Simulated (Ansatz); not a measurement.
TiSnO in space group P4/nmm (No. 129; Ti on 2c, Sn on 2a, O on 2c) at seven volumes, DFT-PBEsol in the program Ansatz with PAW potentials, shape and atoms relaxed at each. One row is withheld.

| V (Å³/atom) | P (GPa) |
|---|---|
| 15.708 | ? |
| 16.226 | 4.00 |
| 16.744 | 1.73 |
| 17.261 | 0.00 |
| 17.779 | -1.25 |
| 18.297 | -2.12 |
| 18.815 | -2.66 |

Q: Fit the shown pressures and predict the withheld one.

A: Third-order Birch–Murnaghan: P = (3/2)B₀(x^(7/2) − x^(5/2))[1 + (3/4)(B′ − 4)(x − 1)] with x = (V₀/V)^(2/3). Least squares on the six rows gives V₀ = 17.261 Å³/atom, B₀ = 48.54 GPa, B′ = 9.75. At V = 15.708, x = 1.0649 and P = 7.07 GPa. The run itself gave 6.93 GPa.

The start of the workflow was typed in or built on a structure type; neither database checked (COD, Materials Project) lists it. Its standing as an ambient phase is unchecked. The cell was relaxed with PBEsol under the symmetry of its start. At this level the phase is dynamically unstable (imaginary phonons). The workflow began spin-polarised and lost its moments. Scalar-relativistic: spin–orbit coupling is off unless named, which matters more the heavier the elements.

Potentials: the earlier of the program's two PAW sets. The files were generated under PBE; for other functionals the program regenerates the frozen cores, and for LDA and PBEsol the local potential too.
